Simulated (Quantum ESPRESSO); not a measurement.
```yaml
crystal:
  lattice:
    - [6.50858, 0.00000, 0.00000]
    - [0.00000, 6.50858, 0.00000]
    - [0.00000, 0.00000, 6.50858]
  atoms:
    - { symbol: Zn, position: [0.00000, 0.00000, 0.00000] }
    - { symbol: Te, position: [0.23978, 0.23978, 0.76022] }
    - { symbol: Cd, position: [0.00000, 0.50000, 0.50000] }
    - { symbol: Te, position: [0.23978, 0.76022, 0.23978] }
    - { symbol: Cd, position: [0.50000, 0.00000, 0.50000] }
    - { symbol: Te, position: [0.76022, 0.23978, 0.23978] }
    - { symbol: Cd, position: [0.50000, 0.50000, 0.00000] }
    - { symbol: Te, position: [0.76022, 0.76022, 0.76022] }
```
The cell was made here from a computed Materials Project entry: one of 4 Cd replaced by Zn, cell and atoms relaxed (PBE without dispersion, pw.x of a modified build of Quantum ESPRESSO, symmetry kept). The parent is CdTe in F-43m. The swapped cell is a model, not a known phase. Stability against distortions was not tested.

A lattice sum over point charges, one formal value an element (Cd +2, Te -2, Zn +2), with no Sternheimer factor, costs far less than a self-consistent run. Taken along the main axis of each site's self-consistent tensor, it gives:

```
site                   V along that axis, point charges (a.u.)
---------------------  ---------------------------------------
Te (atoms 2, 4, 6, 8)                                    0.007
Cd (atoms 3, 5, 7)                                       0.007
```

Problem. How do the values of PBE PAW (JTH datasets; density from pw.x of Quantum ESPRESSO, gradients reconstructed from it by a script) compare?

Solution. 
```csv
site,"Vzz, PAW (a.u.)",PAW over point charges
Te,0.412,61
Cd,0.194,30
```
  Cores are frozen. Te, Cd had no test against all-electron runs. Spin–orbit coupling is left out, a limit on Te.
